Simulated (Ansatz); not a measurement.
One starting cell of WC (a generated cell, WC placed in the WC structure type) was relaxed twice with Ansatz (plane waves, PAW, scalar-relativistic): with PBEsol at 420 eV and with PBE at 420 eV. The PBEsol result:

```
WC
1.0
    2.89847     0.00000     0.00000
   -1.44923     2.51015     0.00000
    0.00000     0.00000     2.82773
W C
1 1
Direct
  0.00000   0.00000   0.00000
  0.66667   0.33333   0.50000
```

```tsv
quantity	PBEsol	PBE
space group	P-6m2	P-6m2
volume (Å³/atom)	10.29	[?]
a (Å)	2.898	[?]
c (Å)	2.828	[?]
gap (eV, no spin-orbit coupling)	0.00	[?]
```

Q: Fill in the PBE column.

A: 
- volume (Å³/atom), PBE: 10.52
- a (Å), PBE: 2.922
- c (Å), PBE: 2.847
- gap (eV, no spin-orbit coupling), PBE: 0.00

Both levels end in the same structure; PBE's volume is 2.3 % larger. Neither column is exact.

No spin polarisation in the result.

The run could not lose the symmetry of its start.

All atoms sit on sites fixed by symmetry, so only the cell could relax.

Ansatz is a program for electronic structure.
